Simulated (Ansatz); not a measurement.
A relaxed cell of Mg3ZnS4 is given with its symmetry left out. The cell was found from a structure generator's guess, not taken from experiment.

Computed with Ansatz, DFT PBE, scalar-relativistic, plane waves, PAW. Cutoff 420 eV, Γ-centred mesh, Gaussian smearing, no spin polarisation.

```cif
data_structure
_symmetry_space_group_name_H-M 'P 1'
_symmetry_Int_Tables_number 1
_cell_length_a 3.6774
_cell_length_b 3.6774
_cell_length_c 10.3972
_cell_angle_alpha 90.000
_cell_angle_beta 90.000
_cell_angle_gamma 90.000
_cell_volume 140.60
loop_
_atom_site_label
_atom_site_type_symbol
_atom_site_fract_x
_atom_site_fract_y
_atom_site_fract_z
_atom_site_occupancy
Mg1 Mg 0.00000 0.00000 0.75271 1
Mg2 Mg 0.00000 0.00000 0.24729 1
Mg3 Mg 0.50000 0.50000 0.50000 1
Zn1 Zn 0.50000 0.50000 0.00000 1
S1 S 0.00000 0.00000 0.00000 1
S2 S 0.50000 0.50000 0.24635 1
S3 S 0.00000 0.00000 0.50000 1
S4 S 0.50000 0.50000 0.75365 1
```

The zero of energy is the elements' standard structures at the same level; no fitted shifts are applied.

(1) What space group does it have?

(2) What is its formation energy per atom?

(3) Is it a metal?

Answers

(1) P4/mmm (No. 123), with Mg and Zn ordered on rock salt sites. Conventional cell: a = 3.677 Å, c = 10.397 Å. Around Mg on a site of symmetry 4mm lie 6 S at 2.57–2.63 Å; Mg on a site of symmetry 4/mmm has 6 S at 2.60–2.64 Å; Zn is surrounded by 6 S at 2.56–2.60 Å; around S on a site of symmetry 4/mmm lie 2 Mg at 2.57 Å and 4 Zn at 2.60 Å; 2 more sites not described.

(2) −1.203 eV/atom. It lies below the elements, which doesn't yet make it stable against other compounds or structures.

(3) No, the gap on the 8×8×4 mesh is 1.03 eV.

The last run used an 8×8×4 mesh (in the run's order of axes) for its 8-atom cell and Gaussian smearing of 0.02 eV. Kohn–Sham gaps at this level usually fall short of measured ones. The reference form of S is held partly by dispersion forces, which this level lacks. A later test with randomly moved atoms ended 1 meV/atom lower on a coarse mesh, in Pmm2 at a loose tolerance, which is no clear verdict on its stability.
